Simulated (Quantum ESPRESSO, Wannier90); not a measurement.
# Tight-binding from DFT: InSe (C2/m)

```
begin unit_cell_cart
ang
    0.0000000000    4.1093000000    0.0000000000
   -1.7232320000    0.0000000000    4.7713520000
    5.8263950000   -2.0546500000    0.0000000000
end unit_cell_cart
begin atoms_frac
In   0.1118000000 -0.0468400000  0.2236000000
In  -0.1118000000  0.0468400000 -0.2236000000
Se   0.3390700000  0.3310400000 -0.3218600000
Se  -0.3390700000 -0.3310400000  0.3218600000
end atoms_frac
```

Cell from Materials Project (mp-21405), symmetrised, no further relaxation. Not found in the COD (Crystallography Open Database) copy used, which has the formula in other groups; not checked further. Level: PBEsol, spinors with spin-orbit coupling; pw.x of Quantum ESPRESSO at 69 Ry with PseudoDojo potentials, 4×4×4 k-points, Wannier90. Density: 8×6×8 mesh, cold smearing 0.01 Ry. The cell is built of weakly bound layers, chains or molecules, whose nearest atoms lie 3.55 Å apart. Database cells relaxed without dispersion often hold them too far apart, which can enlarge gaps and weakens couplings between them; spacing and stacking were not compared with the measured crystal.

Functional, cutoff and mesh named above are those of the base row (1); the first column says what each row takes instead. Model: 32 functions from bands 41-92, start hydrogen-like In: s;p; Se: s;p, disentangled but not localised (num_iter = 0), frozen window tied to the conduction edge or Fermi level of each row, as listed, which moves Ω_I and hoppings a little by itself. Energies are relative to the valence-band maximum; the misfit is to pw.x on a path, for states up to 2.1 eV relative to the valence-band maximum. The lattice is scaled uniformly, fractional positions fixed. The disentangled Ω_I can sit in another minimum from row to row.

| scale | frozen to (eV) | Ω_I (Å²) | rms misfit (meV) | gap (eV) | on-site In1 pz↑ minus In1 s↑ (eV) | hopping modulus In2 px↑ – In1 px↑, R = 0 0 0 (eV) | hopping modulus In2 s↑ – In1 px↑, R = 0 0 0 (eV) | hopping modulus In2 s↑ – In1 s↑, R = 0 0 0 (eV) |
|---|---|---|---|---|---|---|---|---|
| 1 | 2.58 | 51.10 | 17 | 1.08 | 5.58 | 2.057 | 1.963 | 1.317 |
| 1.015 | 2.50 | 50.40 | 11 | 1.00 | 5.65 | 2.037 | 1.896 | 1.251 |
| 1.03 | 2.42 | 50.00 | 8.9 | 0.92 | 5.70 | 2.017 | 1.829 | 1.188 |
